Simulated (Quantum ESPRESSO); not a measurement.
# Planted mistakes on one cell of Ti3GaO7F

These are calculations, not measurements. They come from pw.x of Quantum ESPRESSO 7.5, a plane-wave density functional program, with PseudoDojo standard norm-conserving files (v0.5 for PBE, v0.4.1 for LDA and PBEsol). The cells are made up: elements, strain and atom displacements were drawn at random, and nothing was relaxed. There is no spin polarisation, spin-orbit coupling or dispersion term.

The cell has 12 sites of a rutile lattice (two cells along c). Sites 1 to 4 hold Ti Ti Ga Ti; sites 5 to 12 hold O O O O O F O O. Cell vectors in Å: (4.626, 0.000, 0.000); (0.000, 4.626, 0.000); (0.000, 0.000, 5.909). Settings: PBE, cutoff 1143 eV, 5 x 5 x 4 k mesh shifted by half a step, Fermi-Dirac smearing of 0.025 eV.

The intended run has a self-consistency threshold of 1e-07 eV, a smearing term of 0.000 eV, a pressure of 5.99 GPa and 20 iterations. Each further run changes one thing: all lengths scaled by 1.0086; atoms of sites 8 and 10 exchanged; cutoff 667 eV; files of PBEsol; k mesh 2 x 2 x 2; one electron removed; smearing 0.35 eV; threshold 0.3 eV. A coarse mesh keeps the shift, and a charged cell sits in a uniform background.

| run | change of free energy (eV) | smearing term -TS (eV) | change of P (GPa) | largest change of a force component (eV/Å) | iterations |
| --- | --- | --- | --- | --- | --- |
| A | -0.066 | 0.000 | -5.57 | 0.297 | 20 |
| B | 0.049 | 0.000 | -5.79 | 0.100 | 7 |
| C | -0.007 | 0.000 | -0.03 | 0.032 | 22 |
| D | -0.077 | -0.392 | 0.53 | 0.140 | 17 |
| E | 15.406 | 0.000 | -108.77 | 0.252 | 19 |
| F | 19.659 | 0.000 | -6.76 | 0.142 | 17 |
| G | -8.360 | -0.011 | -17.90 | 0.686 | 25 |
| H | 0.390 | 0.000 | -0.07 | 3.618 | 20 |

A rerun of the intended cell at 1437 eV and k mesh 7 x 7 x 6 moved values by no more than 0.004 eV in the cell's energy, 0.04 GPa in stress and 0.002 eV/Å in force.

Question: which change belongs to which run?

## Worked reading

Run B has the fewest iterations, as a run stopped early does. Run D has the largest smearing term, as wide smearing gives. Run E has a higher energy and the largest fall in pressure, as too small a basis gives. Run A changes the volume by a factor of 1.0260; minus its pressure change over the logarithm of that factor, 217 GPa, is a rough bulk modulus with clamped atoms. Energies from files of another functional, or of a charged cell, have another zero and say nothing on stability; the pressure of a charged cell rests on the program's zero of potential too.

## Key

```
run,change
A,all lengths scaled by 1.0086
B,threshold 0.3 eV
C,k mesh 2 x 2 x 2
D,smearing 0.35 eV
E,cutoff 667 eV
F,files of PBEsol
G,one electron removed
H,atoms of sites 8 and 10 exchanged
```